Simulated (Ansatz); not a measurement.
Method: DFT PBE, scalar-relativistic, plane waves, PAW (Ansatz 0.2.0). All cells share a 420 eV cutoff and Γ-centred k meshes spaced about 0.3 Å⁻¹ or finer (0.25 for metals, 2π included). No spin polarisation.

Temperature and zero-point effects are left out.

Two relaxed structures of Mg2Si3N3:

A.

```
CELL_PARAMETERS angstrom
6.47874 0.00000 0.00000
-3.23937 5.61076 0.00000
0.00000 0.00000 2.74051
ATOMIC_POSITIONS crystal
Mg 0.66667 0.33333 0.00000
Mg 0.33333 0.66667 0.00000
Si 0.00000 0.20395 0.00000
Si 0.79605 0.79605 0.00000
Si 0.20395 0.00000 0.00000
N 0.00000 0.38854 0.50000
N 0.61146 0.61146 0.50000
N 0.38854 0.00000 0.50000
```

B.

```
CELL_PARAMETERS angstrom
2.96090 -3.40049 0.00000
2.96090 3.40049 0.00000
0.00000 0.00000 5.57672
ATOMIC_POSITIONS crystal
Mg 0.75136 0.75136 0.31915
Mg 0.24864 0.24864 0.31915
Si 0.27709 0.72291 0.72157
Si 0.00000 0.00000 0.95619
Si 0.72291 0.27709 0.72157
N 0.50000 0.50000 0.89004
N 0.50000 0.00000 0.53616
N 0.00000 0.50000 0.53616
```

**Question.** Which is lower in energy, and by how much?

**Answer.** B is lower, by 120 meV/atom. A has space group P-62m (No. 189), 12.5 Å³/atom and no gap on its mesh; B has space group Cmm2 (No. 35), 14.0 Å³/atom and no gap. The shortest distance is 1.82 Å (Si–N) in A and 1.78 Å (Si–N) in B. A and B both hold Si–Si units of three or more atoms. The lower one is the more open, so pressure narrows the difference. In A, Mg is surrounded by 6 N at 2.43 Å, 3 Si at 2.68 Å and 2 Mg at 2.74 Å; around Si lie 2 N at 1.82 Å, 2 Si at 2.29 Å and 2 Mg at 2.68 Å; N has 2 Si at 1.82 Å and 4 Mg at 2.43 Å. In B, around Mg lie 2 N at 2.09 Å and 1 Si at 2.50 Å; around Si on a site of symmetry m lie 3 N at 1.78–1.82 Å and 1 Si at 2.29 Å; N on a site of symmetry mm2 is surrounded by 2 Si at 1.78 Å; 2 more sites not described. Both come from trial cells of a structure search, whose lowest cell (Cm, 14.0 Å³/atom) lies 92 meV/atom below the lower of the two.

In P-62m, Cmm2 an odd number of electrons in the primitive cell allows no gap without spin; a larger cell or a magnetic state could open one. Trial moments fell under 0.15 μB along the way in P-62m and Cmm2; another start might hold them. With atoms moved at random, B (by 92 meV/atom) fell into a lower structure. A had no clear such test and can be a saddle point. Some structure types and database cells were kept out of the candidates from the start, so a known form may be missing.
